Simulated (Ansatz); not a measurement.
NiO (rock salt)

```xyz
2
Lattice="0.0000 2.1079 2.1079 2.1079 0.0000 2.1079 2.1079 2.1079 0.0000" Properties=species:S:1:pos:R:3 pbc="T T T"
O      0.0000     0.0000     0.0000
Ni     2.1079     2.1079     2.1079
```

The slice is a {110} plane (indices of the conventional cell) through the point (0.000, 0.000, 0.000) (fractional), spanned by u = [100] and v = [1 -1 -1] in vectors of this cell: u (2.98 Å) and v (4.22 Å, at 90° to u). It covers one period; positions are fractions (u, v).

Level of theory: PBE (plane waves to 420 eV, PAW, scalar-relativistic; Ansatz, a program for electronic structure). k mesh 19×19×19. These are valence fields of a PAW run, semicore shells included where kept as valence: close to a nucleus they are smooth pseudo fields. NiO is run spin-polarised and with no Hubbard U; the real compound is an antiferromagnetic insulator, a state that this run doesn't describe. NiO was relaxed with its symmetry unable to fall. Relaxed NiO ends ferromagnetic. The magnetic order is the one the run started from; other orders were not tried.

### Question
What is the ELF at the density minimum of the shortest O–Ni line in this plane (2.11 Å)?

### Answer
0.1.

### Question
What is the valence density on the shortest O–Ni line in this plane (2.11 Å), at its minimum between the atoms?

### Answer
0.43 e/Å³.

### Question
Sketch the electrostatic potential energy of an electron, from the cell's mean on this plane as a map.

### Answer
```
|xxxxxxxxxxxxxx88889988888888998888xxxxxxxxxxxx|
|xxxxxxxxxxxxxx88889988888899998888xxxxxxxxxxxx|
|xxxxxxxxxxxxxx88999999999999999988xxxxxxxxxxxx|
|xxxxxxxxxxxx889999999999999999999988xxxxxxxxxx|
|xxxxxxxxxx8888999999999999999999999988xxxxxxxx|
|xxxxxxxx77889999999999999999999999998877xxxxxx|
|5555556677889999999999999999999999998877665555|
|3333445566778888999999999999999988887766554433|
|0000001133556688889999999999998888665533110000|
|xxxxxxxx00225566889999999999998866552200xxxxxx|
|xxxxxxxxxx0022557788999999998877552200xxxxxxxx|
|xxxxxxxxxxxx003366778899998877663300xxxxxxxxxx|
|xxxxxxxxxxxxxx11557788999988775511xxxxxxxxxxxx|
|xxxxxxxxxxxxxx00446688888888664400xxxxxxxxxxxx|
|xxxxxxxxxxxxxx00336677888877663300xxxxxxxxxxxx|
|xxxxxxxxxxxxxx00336677888877663300xxxxxxxxxxxx|
|xxxxxxxxxxxxxx00336677888877663300xxxxxxxxxxxx|
|xxxxxxxxxxxxxx00446688888888664400xxxxxxxxxxxx|
|xxxxxxxxxxxxxx11557788999988775511xxxxxxxxxxxx|
|xxxxxxxxxxxx003366778899998877663300xxxxxxxxxx|
|xxxxxxxxxx0022557788999999998877552200xxxxxxxx|
|xxxxxxxx00225566889999999999998866552200xxxxxx|
|0000001133556688889999999999998888665533110000|
|3333445566778888999999999999999988887766554433|
|5555556677889999999999999999999999998877665555|
|xxxxxxxx77889999999999999999999999998877xxxxxx|
|xxxxxxxxxx8899999999999999999999998888xxxxxxxx|
|xxxxxxxxxxxx889999999999999999999988xxxxxxxxxx|
|xxxxxxxxxxxxxx88999999999999999988xxxxxxxxxxxx|
|xxxxxxxxxxxxxx88889999888888998888xxxxxxxxxxxx|
|xxxxxxxxxxxxxx88889988888888998888xxxxxxxxxxxx|
|xxxxxxxxxxxxxx88888888888888888888xxxxxxxxxxxx|
```
Scale: ten equal steps from 2.00 (start of '0') to 10.85 (end of '9'), in the order '0123456789'. Values: electrostatic potential energy of an electron, from the cell's mean, in eV. The map has 23 points along u (two characters each, u = 0 at the left) and 32 along v (v = 0 in the bottom row). Points within 0.9 Å of a nucleus are blanked (x), as the pseudised field means little there. Values under 2 eV are set to 2. The zero, the cell's mean, hangs on the PAW cores.
